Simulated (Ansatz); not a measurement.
GaN (zinc blende, space group No. 216), DFT-PBEsol in the program Ansatz with PAW potentials: ε∞ = 6.00, cell volume 22.76 Å³. Infrared-active transverse modes:

```json
[
 {"ω_TO (cm⁻¹)": "536.0", "oscillator strength S_xx (e²/amu)": "0.6057"}
]
```

Problem. Compute the static dielectric constant.

Solution. Each mode adds (4.921e7/V) S/ω²: 4.56. So ε0 = 10.6.

Problem. What LO frequency does the Lyddane–Sachs–Teller relation give?

Solution. ω_LO = ω_TO √(ε0/ε∞) = 711 cm⁻¹.

Space group F-43m (zinc blende). Symmetry was held in the PBEsol relaxation. Scalar-relativistic: spin–orbit coupling is off unless named, which matters more the heavier the elements.

Potentials: the earlier of the program's two PAW sets. The files were generated under PBE; for other functionals the program regenerates the frozen cores, and for LDA and PBEsol the local potential too.
